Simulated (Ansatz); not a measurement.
Values for one crystal, relaxed and computed with PBEsol in the plane-wave PAW code Ansatz; other levels are named.

```yaml
volume_per_atom: 23.84 Å³
electronic_character: metallic (no gap)
Elastic constants (relaxed ions, GPa): C11 = 111, C12 = 140, C44 = -90.5
Pressure derivative B′: 3.8
mechanical_stability: unstable (C has a negative eigenvalue)
Gap with spin–orbit coupling: none (metallic)
Density of states at the Fermi level: 1.5 states/eV per atom (mean over ±0.08 eV)
```

Task: Which compound is it?
(A) W, diamond
(B) Be, bcc (W type)
(C) Fe, bcc (W type)
(D) Ga, P2_1/m (Ga on 2e)

Result: A, W, diamond

Space group Fd-3m (diamond). The start of the workflow was typed in or built on a structure type; neither database checked (COD, Materials Project) lists it. It is not the phase usual at ambient conditions (space group No. 229). The PBEsol relaxation kept the symmetry of its start. The run is not spin-polarised. As this level gives no gap, shear constants depend on the k-mesh and smearing (Fermi–Dirac, 0.1 eV here). Spin–orbit coupling is left out wherever it is not named.

Potentials: the later of the program's two PAW sets.
